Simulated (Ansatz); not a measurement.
Given:

Si2Mo:
```cif
data_Mo2Si4
_chemical_formula_sum 'Si4 Mo2'
_space_group_name_H-M_alt 'I4/mmm'
_space_group_IT_number 139
_space_group_name_Hall '-I 4 2'
_cell_length_a 3.17436
_cell_length_b 3.17436
_cell_length_c 7.77797
_cell_angle_alpha 90.000
_cell_angle_beta 90.000
_cell_angle_gamma 90.000
loop_
_atom_site_label
_atom_site_type_symbol
_atom_site_symmetry_multiplicity
_atom_site_Wyckoff_symbol
_atom_site_fract_x
_atom_site_fract_y
_atom_site_fract_z
_atom_site_occupancy
Si1 Si 4 e 0.00000 0.00000 0.33522 1
Mo1 Mo 2 a 0.00000 0.00000 0.00000 1
```
(The calculation used a cell of 3 atoms; values per cell refer to that cell.)

This is the LDA-relaxed structure.

### Question
All from DFT-LDA in the program Ansatz with PAW potentials, unless another level is named. Estimate the electronic character.

### Answer
metallic (no gap).

### Question
Next, the formation energy from the elements (no fitted shifts)?

### Answer
-0.59 eV/atom.

### Question
Give the density of states at the Fermi level.

### Answer
0.08 states/eV per atom (mean over ±0.08 eV).

The cell was relaxed with LDA under the symmetry of its start. No spin polarisation was allowed. The references are the lowest solids computed at this level, not always the standard phases. Spin–orbit coupling is left out wherever it is not named.

Potentials: the earlier of the program's two PAW sets. The files were generated under PBE; for other functionals the program regenerates the frozen cores, and for LDA and PBEsol the local potential too.
